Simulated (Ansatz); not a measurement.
# Phonons of LiH (Fm-3m)

```xyz
2
Lattice="0.0000 1.9545 1.9545 1.9545 0.0000 1.9545 1.9545 1.9545 0.0000" Properties=species:S:1:pos:R:3 pbc="T T T"
Li    0.0000    0.0000    0.0000
H     1.9545    1.9545    1.9545
```

Conventional cell: a = 3.909 Å, b = 3.909 Å, c = 3.909 Å, α = 90.00°, β = 90.00°, γ = 90.00°. Li (atom 1) is surrounded by 6 H at 1.95 Å. H (atom 2) is surrounded by 6 Li at 1.95 Å.

Unless marked otherwise, the numbers come from LDA, all-electron LAPW in Ansatz 0.2.0, scalar-relativistic. k mesh 10×10×10, fixed occupations, basis error target 1 meV/atom. The cell was relaxed by PAW under this functional, which moved its volume by -12 % from the database entry's.

Atoms are displaced by 0.01 Å in the smallest supercells that hold the wave vectors of a 2×2×2 mesh. Negative values stand for unstable modes. The zone centre has no LO-TO term.

Q: What are the phonon energies at the solved wave vectors, in THz?

A: 

| q | point | modes (THz) |
| --- | --- | --- |
| 0.000 0.000 0.000 | Gamma | 19.42 (×3) |
| 0.500 0.000 0.000 | L | 8.98 (×2), 16.18, 25.03 (×2), 32.30 |
| 0.500 0.500 0.000 | X | 10.10 (×2), 13.51, 25.81 (×2), 31.41 |

Q: Is the structure dynamically stable at these wave vectors?

A: Yes, no mode is unstable there; wave vectors off this mesh aren't tested.

Q: How do the optical zone-centre modes decompose, and which are active?

A: Point group m-3m: Γ_opt = T1u.

```tsv
label	THz	activity	mostly
T1u	19.42	IR	H (87 %)
```

Q: How well do frozen-core PAW files reproduce these all-electron values?

A: With a cutoff of 420 eV and displacements of 0.0025 Å, the r.m.s. difference over the modes is 0.1 cm⁻¹; the largest difference is 648.0 (PAW) against 647.8 cm⁻¹ (LAPW).

Q: The cell is scaled evenly to 14.708 and 15.155 Å³ (from 14.932), with free atoms relaxed and the shape held. What are the mode Grüneisen parameters γ = −d ln ω/d ln V?

A: For the highest mode, 1088.8 cm⁻¹ in the small cell and 1066.2 in the large one give γ ≈ 0.70. From the change of the dynamical matrix on each mode:

| point | cm⁻¹ | γ |
| --- | --- | --- |
| Gamma | 647.8 | 1.51 |
| L | 299.5 | 1.27 |
| L | 539.6 | 0.79 |
| L | 835.0 | 1.16 |
| L | 1077.3 | 0.70 |
| X | 336.8 | 0.94 |
| X | 450.5 | 1.28 |
| X | 861.0 | 1.02 |
| X | 1047.8 | 0.73 |

Weighted by the modes' heat capacities at 300 K, the mean on this mesh is 1.11; it moves with the q mesh, and a coarse one overweights the zone boundary.

Q: Linear response on PAW files adds the field. What are the dielectric tensor, the Born charges and the LO shift?

A: ε∞ = (4.98, 4.98, 4.98) along x, y, z with local fields. Born charges (xx, yy, zz): Li1 (1.02, 1.02, 1.02); H2 (-1.02, -1.02, -1.02). The highest zone-centre mode lies at 648.0 cm⁻¹ without the macroscopic field and at 1099.5 cm⁻¹ with it, for q along x. Lyddane-Sachs-Teller then gives ε₀ = ε∞ (ω_LO/ω_TO)² = 14.34. With the ions free to follow the field, the program's ε₀ is (14.34, 14.34, 14.34).

Caveats: the frozen-core PAW files of the compared runs were fitted under PBE, their cores solved anew for this functional; field response not resolved by the mesh; semilocal gaps are low, and ε∞ tends to come out large.
